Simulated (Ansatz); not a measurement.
**Data sheet: CaCu$_{2}$Si$_{2}$ (DFT)**

CaCu2Si2:
```yaml
crystal:
  lattice:
    - [-2.01769, 2.01769, 4.92747]
    - [2.01769, -2.01769, 4.92747]
    - [2.01769, 2.01769, -4.92747]
  atoms:
    - { symbol: Ca, position: [0.00000, 0.00000, 0.00000] }
    - { symbol: Si, position: [0.62034, 0.62034, 0.00000] }
    - { symbol: Si, position: [0.37966, 0.37966, 0.00000] }
    - { symbol: Cu, position: [0.75000, 0.25000, 0.50000] }
    - { symbol: Cu, position: [0.25000, 0.75000, 0.50000] }
```

Space group I4/mmm (No. 139); conventional cell a = b = 4.035 Å, c = 9.855 Å, α = β = γ = 90.00°.

Method: the program Ansatz at the r²SCAN level (PAW). Structure relaxed to zero pressure with the same functional. Other levels are named where they apply.

### Cell and energy

```json
{
 "volume_per_atom": "16.05 Å³",
 "density": "4.62 g/cm³",
 "Formation energy from the elements (no fitted shifts)": "-0.43 eV/atom"
}
```

### Electronic structure

```json
{
 "electronic_character": "metallic (no gap)",
 "Density of states at the Fermi level": "0.29 states/eV per atom (mean over ±0.08 eV)"
}
```

The first step of the workflow began from a Materials Project structure, measured or hypothetical; the Crystallography Open Database files this formula in space group No. 139, but the cells were not matched. Its standing as an ambient phase is unchecked. The cell was relaxed with r²SCAN under the symmetry of its start; whether a distortion lowers the energy is not shown. No spin polarisation was allowed. The references are the lowest solids computed at this level, not always the standard phases.

Potentials: the later of the program's two PAW sets.
